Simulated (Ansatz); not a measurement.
The calculation used Ansatz, DFT PBE, scalar-relativistic, plane waves, PAW. All cells share a 420 eV cutoff and Γ-centred k meshes spaced about 0.3 Å⁻¹ or finer (0.25 for metals, 2π included). No spin polarisation.

Temperature and zero-point effects are left out.

Compare these two cells of ZrGe₂Pd₃, each relaxed at this level.

A.

```
Zr Ge Pd
1.0
     3.17151    0.00000    0.00000
     0.00000    3.17151    0.00000
     0.00000    0.00000    9.97709
Zr Ge Pd
1 2 3
Direct
  0.00000 0.00000 0.00000
  0.00000 0.00000 0.33813
  0.00000 0.00000 0.66187
  0.50000 0.50000 0.50000
  0.50000 0.50000 0.80706
  0.50000 0.50000 0.19294
```

B.

```
Zr Ge Pd
1.0
     3.12719    0.00000    0.00000
     0.00000    3.12719    0.00000
     0.00000    0.00000   10.08292
Zr Ge Pd
1 2 3
Direct
  0.50000 0.50000 0.16042
  0.00000 0.00000 0.97284
  0.50000 0.50000 0.51372
  0.00000 0.00000 0.65073
  0.00000 0.00000 0.35833
  0.50000 0.50000 0.84395
```

Problem. Which is lower in energy, and by how much?

Solution. B is lower, by 60 meV/atom. A has space group P4/mmm (No. 123), 16.7 Å³/atom and no gap on its mesh; B has space group P4mm (No. 99), 16.4 Å³/atom and no gap. Counting Ge atoms around Pd and Zr (those within 1.25 times the shortest such distance or 1.15 times the sum of covalent radii; a plus sign parts nearer from farther groups; a slash parts the counts of unlike sites), A has Zr 2, Pd 4/8 and B has Zr 4+1, Pd 4/4+1. In A, Zr is surrounded by 8 Pd at 2.96 Å, 4 Zr at 3.17 Å and 2 Ge at 3.37 Å; around Ge lie 8 Pd at 2.67–2.76 Å, 5 Ge at 3.17–3.23 Å and 1 Zr at 3.37 Å; around Pd on a site of symmetry 4/mmm lie 8 Ge at 2.76 Å and 6 Pd at 3.06–3.17 Å; 1 more site not described. In B, Zr is surrounded by 4 Ge at 2.91 Å, 4 Pd at 2.98 Å, 4 Zr at 3.13 Å, 1 Pd at 3.19 Å and 1 Ge at 3.56 Å; Ge on its first site has 4 Pd at 2.56 Å, 4 Zr at 2.91 Å, 4 Ge at 3.13 Å and 1 Pd at 3.25 Å; Pd on its first site is surrounded by 4 Ge at 2.61 Å, 5 Pd at 2.95 Å, 4 Pd at 3.13 Å and 1 Ge at 3.25 Å; 3 more sites not described. Both come from trial cells of a structure search, whose lowest cell (P2_1/m, 16.4 Å³/atom) lies 214 meV/atom below the lower of the two.

Trial moments fell under 0.15 μB along the way in P4/mmm and P4mm; another start might hold them. Cells relaxed within their symmetry can be saddle points. Some types were kept out of the candidates beforehand, so the set may lack a known form.
